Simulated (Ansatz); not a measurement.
Nb₂InSe (P-6m2)

Level of theory: DFT PBE, scalar-relativistic, plane waves, PAW in Ansatz.

Cutoff 420 eV; k points 18×18×6 on the computed 4-atom cell (Γ-centred); Gaussian smearing, width 0.10 eV; no spin polarisation.

The structure is relaxed at this level of theory with its symmetry kept, and needn't be the ground state of this composition.

Space group P-6m2 (No. 187), hexagonal, a = 3.222 Å, c = 8.468 Å. Around Nb lie 3 Se at 2.63 Å, 3 In at 3.02 Å and 6 Nb at 3.22 Å; In is surrounded by 6 Nb at 3.02 Å and 6 In at 3.22 Å; around Se lie 6 Nb at 2.63 Å and 6 Se at 3.22 Å.

- Volume per atom: 19.03 Å³
- Formation energy from the elements' standard states (uncorrected): -0.271 eV/atom
- Kohn–Sham band gap: none (metal)
- Density of states at the Fermi level: 2.6 states/eV per cell
- Orbital (Löwdin) character within 0.5 eV of the Fermi level: Nb 4d 89 %
- Bader charge by site (e): Nb (2 in the cell) 0.67, In (1 in the cell) -0.36, Se (1 in the cell) -0.99

Spin polarisation was left out, and a magnetic state may lie lower.

The cell was found from a structure generator's guess, not taken from experiment. Löwdin shares on free-atom orbitals overweight diffuse shells.
